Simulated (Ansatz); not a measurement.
Sheets of one type (MA2Z4 (octahedral core, outer Z over the far inner Z)-type), the program Ansatz at the r²SCAN+D4 level (PAW); HSE06 gaps on those cells.

```tsv
layer	a (Å)	thickness (Å)
ScAs4Si2	___	___
ScP4Si2	3.566	9.50
ScAs4Ge2	3.794	10.08
ScN4Si2	2.964	7.00
TiAs4Si2	3.673	9.63
YAs4Si2	3.787	10.18
HfAs4Si2	3.747	9.76
```

Task: Complete the blanks.

Result: 
- ScAs4Si2, a (Å): 3.711
- ScAs4Si2, thickness (Å): 9.92

Began spin-polarised and lost the moments: ScAs4Si2, MA2Z4 (octahedral core, outer Z over the far inner Z)-type layer; ScP4Si2, MA2Z4 (octahedral core, outer Z over the far inner Z)-type layer; ScAs4Ge2, MA2Z4 (octahedral core, outer Z over the far inner Z)-type layer; ScN4Si2, MA2Z4 (octahedral core, outer Z over the far inner Z)-type layer; YAs4Si2, MA2Z4 (octahedral core, outer Z over the far inner Z)-type layer. All cells were relaxed under the symmetry of their starts (and spin orders); stability against distortions was not tested throughout. Rows with no word on spin ran without spin polarisation. Scalar-relativistic: spin–orbit coupling is off unless named, which matters more the heavier the elements. Constructed layers (a layer type filled with these elements): ScAs4Si2, MA2Z4 (octahedral core, outer Z over the far inner Z)-type layer; ScP4Si2, MA2Z4 (octahedral core, outer Z over the far inner Z)-type layer; ScAs4Ge2, MA2Z4 (octahedral core, outer Z over the far inner Z)-type layer; ScN4Si2, MA2Z4 (octahedral core, outer Z over the far inner Z)-type layer; TiAs4Si2, MA2Z4 (octahedral core, outer Z over the far inner Z)-type layer; YAs4Si2, MA2Z4 (octahedral core, outer Z over the far inner Z)-type layer; HfAs4Si2, MA2Z4 (octahedral core, outer Z over the far inner Z)-type layer.

Potentials: the later of the program's two PAW sets.
